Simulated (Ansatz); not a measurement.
## Compressing TaO$_{3}$: a fit and a missing row

TaO$_{3}$, Pm-3m, a = 3.923 Å. The structure is a Materials Project entry; whether it is the stable form wasn't checked. Ansatz: PBEsol, PAW, 420 eV, Γ-centred 10×10×10 mesh on 4 atoms, Gaussian smearing 0.10 eV; collinear spin, largest moment 0.2 μB. Symmetry fixes shape and atoms, so the cell is only scaled; pressure is positive in compression.

| V (Å³/atom) | P (GPa) |
| --- | --- |
| 13.285 | ? |
| 13.738 | 22.92 |
| 14.191 | 13.99 |
| 14.644 | 6.41 |
| 15.097 | -0.01 |
| 15.549 | -5.08 |
| 16.002 | -9.77 |
| 16.606 | -14.96 |

Task: Take V0 = 15.097 Å³/atom, count pressures from its P0 = -0.01 GPa, fit the third-order Birch–Murnaghan form to the other rows, and predict the missing pressure.

Result: With the Eulerian strain f = ½[(V0/V)^(2/3) − 1] and y = (P − P0)/[3f(1 + 2f)^(5/2)], the form is the line y = B0 + 1.5 B0 (B0′ − 4) f. Rows (f, y): 0.03245, 201.3; 0.02106, 199.9; 0.01026, 198.2; -0.00974, 182.3; -0.01903, 188.4; -0.03077, 189.8. Means f = 0.0007050, y = 193.32; Σ(Δf)² = 0.003003, ΣΔfΔy = 0.7569; the slope is their ratio. y = 193.1 + 252.1 f GPa, so B0 = 193.1 GPa and B0′ = 4 + 2 × (252.1)/(3 × 193.1) = 4.87. At V = 13.285, f = 0.04449, y = 204.32 and P = 33.74 GPa. The run gave 33.43 GPa, so the fit is 0.31 GPa too high, within twice the rms miss on the fitted rows (0.18 GPa). Note that the largest moment runs from 0.12 to 0.34 μB along the series.

The largest moment runs from 0.12 to 0.34 μB along the series, so B0 and B0′ hold the change of the moment too.

The state reached may not be the lowest one. Spin–orbit coupling is left out, which can shift energies with elements as heavy as these.